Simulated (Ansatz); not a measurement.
Relaxing an invented ScInSbP3 structure

Computed with DFT PBE, scalar-relativistic, plane waves, PAW (Ansatz 0.2.0). Cutoff 420 eV, Gaussian smearing, Γ-centred meshes. Cell and atoms relax first on a coarse mesh and then on a finer one. In between, the cell is made exact in the group found at 0.06 Å. In metals the finer mesh still leaves noise of several meV/atom or more. The steps can't lower the symmetry of their start. No spin polarisation in the relaxation; trial moments died out in a coarse test.

Recipe of this trial structure of ScInSbP3: random cell by space group and Wyckoff sites (P-6m2, No. 187). Its size is a rough estimate.

```cif
data_structure
_symmetry_space_group_name_H-M 'P-6m2'
_symmetry_Int_Tables_number 187
_cell_length_a 5.3775
_cell_length_b 5.3775
_cell_length_c 6.4187
_cell_angle_alpha 90.000
_cell_angle_beta 90.000
_cell_angle_gamma 120.000
_cell_volume 160.74
loop_
_atom_site_label
_atom_site_type_symbol
_atom_site_symmetry_multiplicity
_atom_site_Wyckoff_symbol
_atom_site_fract_x
_atom_site_fract_y
_atom_site_fract_z
_atom_site_occupancy
Sc1 Sc 1 e 0.66667 0.33333 0.00000 1
In1 In 1 d 0.33333 0.66667 0.50000 1
Sb1 Sb 1 b 0.00000 0.00000 0.50000 1
P1 P 3 j 0.14181 0.85819 0.00000 1
```

Energies over the elements count from the elements' standard structures at the same level, with no fitted energy shifts. The references include black phosphorus.

Question: What does it relax into?

Answer: The symmetry stays P-6m2 (No. 187). The volume per atom shrinks by 11.2 %, from 26.8 to 23.8 Å³. The shortest distance goes from 2.29 Å (P–P) to 2.36 Å (P–P). Conventional cell: a = 5.316 Å, c = 5.832 Å. Sc is surrounded by 6 P at 2.66 Å; around In lie 3 Sb at 3.07 Å and 6 P at 3.38 Å; Sb has 3 In at 3.07 Å and 6 P at 3.22 Å; P is surrounded by 2 P at 2.36 Å, 2 Sc at 2.66 Å, 2 P at 2.95 Å, 2 Sb at 3.22 Å and 2 In at 3.38 Å.

Space group P-6m2 (No. 187). a = 5.316 Å, b = 5.316 Å, c = 5.832 Å, α = 90.00°, β = 90.00°, γ = 120.00°
```json
{"atom": "Sc", "site": "1e", "symmetry": "-6m2", "x": "0.6667", "y": "0.3333", "z": "0.0000"}
{"atom": "In", "site": "1d", "symmetry": "-6m2", "x": "0.3333", "y": "0.6667", "z": "0.5000"}
{"atom": "Sb", "site": "1b", "symmetry": "-6m2", "x": "0.0000", "y": "0.0000", "z": "0.5000"}
{"atom": "P", "site": "3j", "symmetry": "mm2", "x": "0.1482", "y": "0.8518", "z": "0.0000"}
```

Question: How does it come out in energy, and is it a metal?

Answer:

* Formation energy: +0.06 eV/atom
* Gap on the 12×12×8 mesh of the 6-atom cell: 0 eV (a metal)

It can't be a ground state, since the elements alone are lower.

The last run used Gaussian smearing of 0.10 eV. Spin–orbit coupling, which can matter for Sb, is left out. The reference form of P is held partly by dispersion forces, which this level lacks. A structure relaxed within its symmetry needn't be a true minimum. Another cell of ScInSbP3 relaxed alike, in P4/mmm, lies 48 meV/atom lower, so this cell isn't the stable form at this level.
